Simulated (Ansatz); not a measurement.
**Replacing Sn by Na in Sn2Sb**

```
CELL_PARAMETERS angstrom
0.00000 4.64682 0.00000
4.64682 0.00000 0.00000
2.32341 2.32341 -8.11955
ATOMIC_POSITIONS crystal
Sb 0.13220 0.13220 0.73560
Sn 0.65800 0.65800 0.68400
Sn 0.32380 0.32380 0.35240
Sn 0.50000 0.00000 0.00000
Sn 0.00000 0.50000 0.00000
Sb 0.85490 0.85490 0.29020
```

Computed with plane-wave PAW DFT (Ansatz 0.2.0): PBEsol, 420 eV cutoff, 6×6×6 Γ-centred mesh, cold occupations of width 0.029 eV. Spin: none. Single points at fixed atoms.

Now every Sn is replaced by Na on the same fractional sites, and the cell goes from 29.22 to 27.46 Å³ an atom (a = 4.551 Å, b = 4.551 Å, c = 8.579 Å, α = 74.62°, β = 74.62°, γ = 90.00°; 6×6×6 Γ-centred mesh, cold occupations of width 0.013 eV).

Question: How do gap, charges, pressure and binding respond?

Answer: The runs give:

```json
{"quantity": "pressure (GPa)", "Sn2Sb": "-1.6", "Na$_{2}$Sb": "1.2"}
{"quantity": "formation energy (eV/atom)", "Sn2Sb": "0.105", "Na$_{2}$Sb": "-0.150"}
```

Mean Bader charges in e: Sn +0.21 becomes Na +0.73; Sb -0.41 → -1.46. Na is less electronegative than Sn (Pauling 0.93 against 1.96) and has 3 outer electrons fewer; its site ends 0.52 e more positive; the Sb atoms balance it. Neither shows a clear gap on its mesh. At these unrelaxed cells the formation energy of Na$_{2}$Sb is the lower, by 0.26 eV an atom.

Origins: Sn2Sb, a known structure type with other elements put in, at an estimated volume; Na2Sb, a known structure type with other elements put in, at an estimated volume. An invented cell need not be a known compound.

Caveats: atoms and cells are not relaxed; pressure is positive in compression; a dash marks a value that doesn't apply or isn't given.
